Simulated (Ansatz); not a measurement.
LiPS₃:
```cif
data_Li2P2S6
_chemical_formula_sum 'Li2 P2 S6'
_space_group_name_H-M_alt 'P 1'
_space_group_IT_number 1
_cell_length_a 6.63496
_cell_length_b 6.63496
_cell_length_c 6.61155
_cell_angle_alpha 60.234
_cell_angle_beta 119.766
_cell_angle_gamma 115.681
loop_
_space_group_symop_operation_xyz
  'x, y, z'
loop_
_atom_site_label
_atom_site_type_symbol
_atom_site_fract_x
_atom_site_fract_y
_atom_site_fract_z
_atom_site_occupancy
Li1 Li 0.24240 0.24240 0.00000 1
Li2 Li 0.75760 0.75760 0.00000 1
P1 P 0.15187 0.84813 0.57700 1
P2 P 0.84813 0.15187 0.42300 1
S1 S 0.77947 0.77947 0.50000 1
S2 S 0.22053 0.22053 0.50000 1
S3 S 0.19419 0.80581 0.32274 1
S4 S 0.80581 0.19419 0.67726 1
S5 S 0.31988 0.68012 0.93444 1
S6 S 0.68012 0.31988 0.06556 1
```

Relaxed with r²SCAN.

Task: Tabulate the valence density and the electron localisation function along the shortest Li–S contact (2.56 Å), r²SCAN (plane waves, PAW; program Ansatz).

Result: 

```tsv
distance from Li (Å)	density (e/Å³)	ELF
0.26	5.59	1.00
0.38	2.74	0.96
0.51	0.90	0.52
0.64	0.21	0.07
0.77	0.10	0.02
0.90	0.10	0.05
1.02	0.12	0.38
1.15	0.17	0.75
1.28	0.25	0.87
1.41	0.36	0.90
1.54	0.53	0.92
1.67	0.75	0.92
1.79	1.00	0.92
1.92	1.18	0.88
2.05	1.19	0.77
2.18	0.95	0.47
2.31	0.53	0.12
```

The density is the valence pseudo-density with augmentation charge, so density and ELF within about 1 Å of a nucleus are not all-electron values.

Space group C2/m. The workflow started from an entry of the Crystallography Open Database (COD). Whether it is the stable phase at ambient conditions was not checked. The cell was relaxed with r²SCAN under the symmetry of its start; its stability against distortions is not shown here.

Potentials: the later of the program's two PAW sets.
